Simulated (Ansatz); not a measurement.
**PtS-type TiO**

Computed with Ansatz (plane waves, PAW, 420 eV cutoff): PBEsol, scalar-relativistic, collinear spin, 10×10×6 k-mesh, Gaussian smearing of 0.05 eV. The datasets are Ansatz's generated set soft_2.

```
Ti O
1.0
     3.14549    0.00000    0.00000
     0.00000    3.14549    0.00000
     0.00000    0.00000    4.86024
Ti O
2 2
Cartesian
  0.0000 1.5727 0.0000
  1.5727 0.0000 2.4301
  0.0000 0.0000 1.2151
  0.0000 0.0000 3.6452
```

This is a trial structure; measured cells of the compound in the Crystallography Open Database are in space groups C2/m, P-6m2.

Magnetic state: non-magnetic, site spin moments none.

The cell is relaxed to zero pressure at this level.

The cell has space group P4_2/mmc (read at 0.01 Å). In it the stress is 0.03, 0.03, 0.04, 0.00, 0.00, 0.00 GPa and the largest force component 0.000 eV/Å. Each change below starts from this cell, without further relaxation. Stress is in GPa, positive in compression, in the order xx, yy, zz, yz, xz, xy; energies are counted from the cell above and are free energies with the smearing's entropy, which match forces and stress in a metal.

Problem. What happens when atom 3 (O) is moved by 0.12 Å along y?

Solution. The energy changes by 62.3 meV per cell, and the force on it along the shift is -1.045 eV/Å (−F/u = 8.71 eV/Å²). Stress: 0.02, 1.23, 0.94, -4.13, 0.00, 0.00.
```
atom  Fx (eV/Å)      Fy      Fz
 Ti1      0.000   0.690  -0.243
 Ti2      0.000   0.171   0.024
  O3      0.000  -1.045   0.318
  O4      0.000   0.185  -0.099
```
In a harmonic crystal the energy would rise by −½F·u = ½ × 8.71 × 0.12² eV = 62.7 meV, which matches.

Problem. What stress follows from an engineering strain of -2 % in zz, atoms carried along?

Solution. 2.88, 2.88, 7.71, 0.00, 0.00, 0.00 GPa; the energy changes by 22.7 meV per cell.
The change of the stress over the strain gives a clamped-atom stiffness of about 384 GPa for this component, a secant value that lies under the elastic constant in tension and over it in compression, by several per cent for each per cent of strain.
In a harmonic crystal the energy would rise by V(½Cε² − σ₀ε), with σ₀ the stress of the unstrained cell, = 23.3 meV, which matches.

The starting moments died out; a magnetic state reached from other starts isn't excluded. Compounds of this kind are often insulators, so the metal found may come from the functional, which lacks a U or exact exchange, or from the structure. No antiparallel order was tried, and in such compounds it can hold moments and open a gap where a parallel start collapses.
